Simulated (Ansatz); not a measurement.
Here is an unrelaxed guess for AlO2.

```yaml
crystal:
  lattice:
    - [2.14259, 0.00000, 0.00000]
    - [0.00000, 4.07141, 0.00000]
    - [0.00000, 0.00000, 4.64143]
  atoms:
    - { symbol: Al, position: [0.50000, 0.00000, 0.50000] }
    - { symbol: O, position: [0.50000, 0.00000, 0.83765] }
    - { symbol: O, position: [0.50000, 0.00000, 0.16235] }
```

These are results of DFT PBE, scalar-relativistic, plane waves, PAW in Ansatz, not measurements. Cutoff 420 eV; k points 8×4×4 on the computed 3-atom cell (Γ-centred); Gaussian smearing, width 0.10 eV; no spin polarisation.

Energies over the elements count from the elements' standard structures at the same level (O₂ as a molecule), with no fitted energy shifts.

Q: How far from equilibrium is it?

A: The pressure is 50.8 GPa (the mean over three directions, positive in compression), the largest force is 6.03 eV/Å, and the energy is +1.08 eV/atom against the elements. The shortest distance is 1.51 Å.

Q: Is it a good guess?

A: A poor one: relaxing gains about 1.2 eV/atom (the start's value is from the coarse mesh, so the gain is rough) in 39 ionic steps and ends at −0.14 eV/atom on the finer mesh. The symmetry goes from Pmmm (No. 47) to P4/mmm (No. 123). The volume per atom grows by 15.8 %, from 13.5 to 15.6 Å³. The shortest distance goes from 1.51 Å (O–O) to 1.37 Å (O–O). Conventional cell: a = 3.137 Å, c = 4.765 Å. Al has 2 O at 1.70 Å; O has 1 O at 1.37 Å and 1 Al at 1.70 Å.

The last run used a 14×14×10 mesh (in the run's order of axes) for its 3-atom cell and Gaussian smearing of 0.10 eV. No dispersion correction is applied, so the spacing and binding between layers, chains or molecules are poorly described. An odd number of electrons in the primitive cell allows no gap without spin; a larger cell or a magnetic state could open one. The relaxation can't lower the symmetry of the start, and the grade says only how near the guess is to its own end. Symmetry constrained the relaxation, so the result can be a saddle point. Another cell of AlO2 relaxed alike but with spin, in Pnma (a cell as deposited in COD), lies 1.99 eV/atom lower, so this cell isn't the stable form at this level.
